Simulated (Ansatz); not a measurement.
Relaxed-ion elastic tensor of AlV$_{2}$C in space group P6_3/mmc (No. 194; Al on 2c, V on 4f, C on 2a) in GPa (Voigt order), LDA in the plane-wave PAW code Ansatz; density 5.13 g/cm³, 11.40 Å³ per atom.

```
 372  87.5   116   0.0   0.0   0.0
87.5   372   116   0.0   0.0   0.0
 116   116   353   0.0   0.0   0.0
 0.0   0.0   0.0   166   0.0   0.0
 0.0   0.0   0.0   0.0   166   0.0
 0.0   0.0   0.0   0.0   0.0   142
```

Question: Is the crystal mechanically stable?

Answer: Yes: the smallest eigenvalue of C is 142 GPa.

Question: Work out the Voigt, Reuss and Hill averages.

Answer: K_V = 193, K_R = 193, K_H = 193; G_V = 147, G_R = 144, G_H = 145 GPa.

Question: Give Young's modulus, Poisson's ratio, Pugh's ratio and the universal anisotropy index.

Answer: E = 9KG/(3K + G) = 349 GPa; ν = 0.20; K/G = 1.33 (brittle by the Pugh limit of 1.75); A_U = 5G_V/G_R + K_V/K_R − 6 = 0.08.

Question: Estimate the sound speeds and the Debye temperature.

Answer: v_l = √((K + 4G/3)/ρ) = 8690 m/s, v_t = √(G/ρ) = 5330 m/s, mean 5880 m/s; Θ = (h/k)(3n/4πV)^(1/3) v_m = 778 K.

Question: How much does each axis shrink under pressure?

Answer: Linear compressibilities β_i = Σ_j S_ij (j = 1 to 3): x 1.7, y 1.7, z 1.7 per TPa.

Symmetry was held in the LDA relaxation. No spin polarisation was allowed. As this level gives no gap, shear constants depend on the k-mesh and smearing (Fermi–Dirac, 0.1 eV here).

Potentials: the later of the program's two PAW sets.
